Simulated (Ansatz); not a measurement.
One crystal and one scan (energy over volume and axial ratio) at two levels, PBE (plane waves to 420 eV, PAW, scalar-relativistic; Ansatz, a first-principles code) and r2SCAN (plane waves to 500 eV, PAW, scalar-relativistic; Ansatz), each from its own relaxed cell and on its own mesh. The cell shown is that of PBE.

CdS (wurtzite)

```
CdS
1.0
    4.19618     0.00000     0.00000
   -2.09809     3.63400     0.00000
    0.00000     0.00000     6.82953
Cd S
2 2
Direct
  0.33333   0.66667   0.99917
  0.66667   0.33333   0.49917
  0.33333   0.66667   0.37563
  0.66667   0.33333   0.87563
```

Grid over V/V₀ and (c/a)/(c/a)₀, subscript 0 meaning the relaxed cell; the conventional c axis lies along z; no internal relaxation.

Energies are smeared free energies. CdS was relaxed with its symmetry unable to fall. As the atoms are clamped, bonds stretch with the cell, which overstates energies and stresses. Percentages come from the unrounded values. Both scans cover V/V₀ from 0.920 to 1.080 and (c/a)/(c/a)₀ from 0.960 to 1.040.

Results of PBE:

| Item | Value |
|---|---|
| Lattice constant a (Å) | 4.196 |
| Lattice constant c (Å) | 6.830 |
| Relaxed volume (Å³/atom) | 26.04 |
| Band gap of the relaxed cell, no spin-orbit coupling (eV) | 1.11 |
| Modulus against c/a change at fixed volume, (3/4V)·∂²E/∂(ln c/a)² (fit, atoms clamped) (GPa) | 45 |

Question: Estimate the r2SCAN values.

Answer: 
| quantity | r2SCAN | PBE − r2SCAN |
|---|---|---|
| Lattice constant a (Å) | 4.164 | +0.032 (+0.8 %) |
| Lattice constant c (Å) | 6.767 | +0.063 (+0.9 %) |
| Relaxed volume (Å³/atom) | 25.40 | +0.64 (+2.5 %) |
| Band gap of the relaxed cell, no spin-orbit coupling (eV) | 1.63 | -0.52 (-32 %) |
| Modulus against c/a change at fixed volume, (3/4V)·∂²E/∂(ln c/a)² (fit, atoms clamped) (GPa) | 51 | -6 (-12 %) |

PBE gives the higher value for: lattice constant a; lattice constant c; relaxed volume. PBE gives the lower value for: band gap of the relaxed cell, no spin-orbit coupling; modulus against c/a change at fixed volume. Neither level is exact: the differences show how much the result hangs on the functional.

(A scan under strain: stresses follow from slopes of the energy per volume, elastic moduli from its curvatures.)
